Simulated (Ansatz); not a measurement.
MgAl₂Pb₂: settings compared (Ansatz)

input.yaml:

```yaml
crystal:
  lattice:
    - [4.177189, 0.0, 0.0]
    - [-2.088595, 3.617555, 0.0]
    - [0.0, 0.0, 7.195354]
  atoms:
    - { symbol: Al, position: [0.33333, 0.66667, 0.3773] }
    - { symbol: Al, position: [0.66667, 0.33333, 0.6227] }
    - { symbol: Pb, position: [0.33333, 0.66667, 0.7346] }
    - { symbol: Pb, position: [0.66667, 0.33333, 0.2654] }
    - { symbol: Mg, position: [0.0, 0.0, 0.0] }
  symmetry: { tolerance: 0.0003 }
kpoints:
  mp_grid: { grid: [5, 5, 3], shift: [0, 0, 0] }
magnetization:
  spin_polarized: false
scf:
  occupations: { method: gaussian, width: 0.1049 }
hamiltonian:
  pseudopotentials: { kind: paw }
  xc: r2scan
basis:
  ecutwfc: 500
output:
  forces: true
  stress: true
  eigenvalues: true
relax:
  max_steps: 40
  cell: {}
```

The command:

```bash
ansatz run input.yaml --threads 1 --pin off --max-ram 2560MiB --backend cpu --events-out ev --progress --plain --runs-dir out
```

Origin of the cell: a known structure type with other elements, at an estimated volume, so it need not be a known compound.

Output of this run (shortened):

```
SCF iter   1: F=—  HF=-26846.229801 eV  Δρ=7.74e-3  dr2=8.56e-2  dr2_τ=7.04e-2
SCF iter   2: F=—  HF=-26846.319145 eV  Δρ=3.99e-3  dr2=2.32e-2  dr2_τ=3.44e-4  defer=7
SCF iter   3: F=—  HF=-26846.318892 eV  Δρ=1.22e-3  dr2=2.79e-3  dr2_τ=7.93e-5  defer=7
SCF iter   4: F=—  HF=-26846.319094 eV  Δρ=2.98e-4  dr2=2.36e-4  dr2_τ=1.02e-5  defer=7
SCF iter   5: F=—  HF=-26846.319108 eV  Δρ=9.53e-5  dr2=1.41e-5  dr2_τ=2.02e-7  defer=7
SCF iter   6: F=—  HF=-26846.319118 eV  Δρ=2.40e-5  dr2=5.60e-7  dr2_τ=1.14e-8  defer=7
SCF iter   7: F=-26846.319118 eV  HF=-26846.319118 eV  Δρ=6.42e-6  dr2=5.60e-8  dr2_τ=2.20e-9
relax step   1: F+E_penalty+E_count = -26846.319118 eV  Δ(F+E_penalty+E_count) = +0.000e0 eV  max|allowed force component| = 3.297e0 eV/Å  Δτ_max = 0.0000 Å  P = +16.883 GPa  Ω = 108.731 Å³ […]
relax step   2: F+E_penalty+E_count = -26847.770709 eV  Δ(F+E_penalty+E_count) = -1.452e0 eV  max|allowed force component| = 7.341e-1 eV/Å  Δτ_max = 0.1950 Å  P = +4.251 GPa  Ω = 120.681 Å³ […]
relax step   3: F+E_penalty+E_count = -26847.962172 eV  Δ(F+E_penalty+E_count) = -1.915e-1 eV  max|allowed force component| = 4.602e-1 eV/Å  Δτ_max = 0.0855 Å  P = +0.484 GPa  Ω = 126.867 Å³ […]
relax step   4: F+E_penalty+E_count = -26848.020500 eV  Δ(F+E_penalty+E_count) = -5.833e-2 eV  max|allowed force component| = 2.327e-1 eV/Å  Δτ_max = 0.0400 Å  P = -0.379 GPa  Ω = 128.674 Å³ […]
relax step   5: F+E_penalty+E_count = -26848.036522 eV  Δ(F+E_penalty+E_count) = -1.602e-2 eV  max|allowed force component| = 4.443e-2 eV/Å  Δτ_max = 0.0549 Å  P = -0.069 GPa  Ω = 127.806 Å³ […]
relax step   6: F+E_penalty+E_count = -26848.037068 eV  Δ(F+E_penalty+E_count) = -5.461e-4 eV  max|allowed force component| = 5.558e-3 eV/Å  Δτ_max = 0.0065 Å  P = +0.034 GPa  Ω = 127.559 Å³ […]
relax step   7: F+E_penalty+E_count = -26848.037079 eV  Δ(F+E_penalty+E_count) = -1.067e-5 eV  max|allowed force component| = 1.586e-3 eV/Å  Δτ_max = 0.0006 Å  P = -0.002 GPa  Ω = 127.646 Å³ […]
relax step   8: F+E_penalty+E_count = -26848.038153 eV  Δ(F+E_penalty+E_count) = -1.074e-3 eV  max|allowed force component| = 1.271e-3 eV/Å  Δτ_max = 0.0000 Å  P = +0.003 GPa  Ω = 127.646 Å³  stress off target by 3.85e-3 GPa […]
SCF 8 converged in 6 iterations: F = -26848.038153 eV  dr2 = 2.18e-11
basis re-selected at this cell: Δ(F+E_penalty+E_count) = -1.074e-3 eV, ΔP = +0.005 GPa vs the last step (what re-selecting the basis moved, of the pressure what is left beyond the Pulay corre […]
SCF converged after 6 iterations
Free energy (F): -26848.038153 eV
Harris-Foulkes:  -26848.038153 eV  (|F-HF|=7.28e-12)
Internal energy: -26848.024874 eV  (E = F + TS)
E sigma→0 (E₀):  -26848.031513 eV
Entropy (-TS):   -0.013279 eV (-2.656 meV/atom)
Fermi energy:    8.098965 eV
--- Per-component energies (eV) ---
  E_band       = -503.166589
  E_kinetic    = 700.942024
  E_local      = -4440.048523  (includes V_loc(G=0)·N_el)
  E_nonlocal   = 815.938295
  E_hartree    = 1766.345198
  E_xc         = -512.692058
  E_vxc        = -387.146266  (∫ρ·V_xc dr)
  E_paw        = -22118.396934  (= ΣΔE_a)
  E_vpaw       = -752.130750  (= ΣTr[D̂ρ^β])
  E_aug_tail   = 0.000035  (compensation charges beyond the density's cutoff)
  E_vtau       = 26.588071  (kinetic-family band-sum trace: ∫τ·v_τ [+ j·A + Jᵃ·Aᵃ] dr)
  E_ewald      = -3061.897492
  E_core_change = 1.784581  (= ΣΔE_core)
  E_smearing   = -0.013279  (= −TS)
  Σ components = -26848.038153   (vs F -26848.038153, Δ=0.00e0)
--- Forces (eV/Å), atoms counted from 1 ---
  atom   1  Al     0.000000     0.000000     0.000395
  atom   2  Al     0.000000    -0.000000    -0.000395
  atom   3  Pb     0.000000    -0.000000    -0.001271
  atom   4  Pb    -0.000000     0.000000     0.001271
  atom   5  Mg    -0.000000    -0.000000     0.000000
  max |Σ_I F_I| component: 6.94e-18 eV/Å
--- Stress (GPa, compression-positive) ---
        0.002676      -0.000000      -0.000000
       -0.000000       0.002676       0.000000
       -0.000000       0.000000       0.003849
  P = ⅓ Tr σ = 0.0031 GPa (0.031 kbar)
--- Relaxed structure (7 steps of the walk, 7 accepted, 1 SCFs on fresh bases) ---
  F+E_penalty+E_count = -26848.038153 eV   max|allowed force component| = 1.271e-3 eV/Å   (the final SCF, on the basis selected at the relaxed cell)
  cell:  # Å, volume = 127.6457 Å³
    - [4.404970, 3.044e-7, 1.475e-17]
    - [-2.202485, 3.814816, -2.951e-17]
    - [2.541e-17, -4.402e-17, 7.596084]
  atoms:
    - { symbol: Al, position: [0.333333, 0.666667, 0.400458] }
    - { symbol: Al, position: [0.666667, 0.333333, 0.599542] }
    - { symbol: Pb, position: [0.333333, 0.666667, 0.777243] }
    - { symbol: Pb, position: [0.666667, 0.333333, 0.222757] }
    - { symbol: Mg, position: [0.0, 0.0, -7.714e-19] }
```

The same input was run again with these changes:

1. `scf.convergence.dr2_threshold` default → 1.0e-05
2. `hamiltonian.pseudopotentials` { kind: paw } → { kind: paw, source: jth }; `hamiltonian.dispersion` default → d3bjatm
3. `scf.mixing.preconditioner` default → kerker_dos
4. `scf.lower_state_search` default → light

```json
{"run": "base", "end": "converged", "SCF iterations": "53", "volume (Å³/atom)": "25.53", "max force component (eV/Å)": "0.001", "gap on mesh (eV)": "none", "moment (μB)": "–", "ΔE(σ→0) (meV/atom)": "0"}
{"run": "1", "end": "converged", "SCF iterations": "38", "volume (Å³/atom)": "25.53", "max force component (eV/Å)": "0.000", "gap on mesh (eV)": "none", "moment (μB)": "–", "ΔE(σ→0) (meV/atom)": "0.00"}
{"run": "2", "end": "converged", "SCF iterations": "62", "volume (Å³/atom)": "25.20", "max force component (eV/Å)": "0.001", "gap on mesh (eV)": "none", "moment (μB)": "–", "ΔE(σ→0) (meV/atom)": "–"}
{"run": "3", "end": "converged", "SCF iterations": "49", "volume (Å³/atom)": "25.53", "max force component (eV/Å)": "0.001", "gap on mesh (eV)": "none", "moment (μB)": "–", "ΔE(σ→0) (meV/atom)": "0.00"}
{"run": "4", "end": "converged", "SCF iterations": "53", "volume (Å³/atom)": "25.53", "max force component (eV/Å)": "0.001", "gap on mesh (eV)": "none", "moment (μB)": "–", "ΔE(σ→0) (meV/atom)": "0.00"}
```

Energies are compared only where functional, datasets, charge and starting cell are the same.

Caveats of the base run: no spin-orbit coupling, though heavy elements are present; the k mesh is coarse if the cell is a metal; the relaxation held the start's symmetry, so the end may be a saddle point.

Run 1: the SCF threshold is loose for forces.
Run 2: the cutoff lies below the datasets' advice.

The base run ran for 52 s on 1 thread of Arm Neoverse V2, with other jobs on the host, peak memory 0.73 GiB, from the program's own first density.
